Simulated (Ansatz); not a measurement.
The calculation used Ansatz 0.2.0, DFT PBE, scalar-relativistic, plane waves, PAW. Settings: cutoff 420 eV, Γ-centred meshes spaced at most about 0.3 Å⁻¹, and about 0.25 Å⁻¹ or finer for metals (2π included), Gaussian smearing. No spin polarisation in the final relaxations.

Each of these unrelaxed guesses is relaxed in cell and atoms within its symmetry. A guess keeps its type if space group and coordination stay and the shape of the cell changes little (axis ratios within about 15 %, angles within 6°); the volume may change.

1. Al3InAs4

```
CELL_PARAMETERS angstrom
3.90053 0.00000 0.00000
0.00000 3.90053 0.00000
0.00000 0.00000 11.03235
ATOMIC_POSITIONS crystal
Al 0.00000 0.00000 0.75000
Al 0.50000 0.50000 0.50000
Al 0.00000 0.00000 0.25000
In 0.50000 0.50000 0.00000
As 0.50000 0.00000 0.62500
As 0.00000 0.50000 0.37500
As 0.50000 0.00000 0.12500
As 0.00000 0.50000 0.87500
```

2. SnBr4Cl

```
CELL_PARAMETERS angstrom
3.95918 0.00000 0.00000
0.00000 3.95918 0.00000
0.00000 0.00000 11.54811
ATOMIC_POSITIONS crystal
Sn 0.50000 0.50000 0.64672
Br 0.50000 0.50000 0.24333
Br 0.00000 0.00000 0.74408
Br 0.50000 0.50000 0.91825
Br 0.00000 0.00000 0.07552
Cl 0.00000 0.00000 0.37210
```

3. ZnGe2N2

```
CELL_PARAMETERS angstrom
3.99790 0.00000 0.00000
-1.99895 3.46228 0.00000
0.00000 0.00000 6.53965
ATOMIC_POSITIONS crystal
Zn 0.00000 0.00000 0.00000
Ge 0.33333 0.66667 0.24366
Ge 0.66667 0.33333 0.75634
N 0.33333 0.66667 0.63470
N 0.66667 0.33333 0.36530
```

4. Mg4TiN (collinear spin from parallel moments)

```
CELL_PARAMETERS angstrom
3.53845 0.00000 0.00000
-1.76922 3.06439 0.00000
0.00000 0.00000 7.76268
ATOMIC_POSITIONS crystal
Mg 0.33333 0.66667 0.76643
Mg 0.33333 0.66667 0.23357
Mg 0.66667 0.33333 0.76643
Mg 0.66667 0.33333 0.23357
Ti 0.00000 0.00000 0.00000
N 0.00000 0.00000 0.50000
```

**Question.** Which guesses survive the relaxation?

**Answer.** Guess 1 keeps its type.

| guess | kept | start group | end group | V start (Å³/atom) | V end | b/a and c/a, end over start | nearest neighbours start | nearest neighbours end |
| --- | --- | --- | --- | --- | --- | --- | --- | --- |
| 1 | yes | P-4m2 | P-4m2 | 21.0 | 24.9 | 1.00, 1.00 | Al 4, As 4, In 4 | Al 4, As 4, In 4 |
| 2 | no | P4mm | P4mm | 30.2 | 42.2 | 1.00, 0.94 | Br 8/9/10, Cl 5, Sn 5 | Br 1/4/5, Cl 1, Sn 1 |
| 3 | no | P-3m1 | P-3m1 | 18.1 | 15.5 | 1.00, 1.95 | Ge 7, N 4, Zn 6 | Ge 3, N 3, Zn 12 |
| 4 | no | P6/mmm | P6/mmm | 14.0 | 17.9 | 1.00, 0.50 | Mg 3, N 12, Ti 12 | Mg 5, N 2, Ti 2 |

Neighbours count within 15 % of an atom's shortest distance; end groups are read at 0.02 Å (0.05 Å in metals).

No dispersion correction is applied, so the spacing and binding between layers, chains or molecules are poorly described (SnBr4Cl P4mm, ZnGe2N2 P-3m1). In SnBr4Cl P4mm an odd number of electrons in the primitive cell allows no gap without spin; a larger cell or a magnetic state could open one. Cells relaxed within their symmetry can be saddle points.

In counts of neighbours, a slash parts the counts of unlike sites.
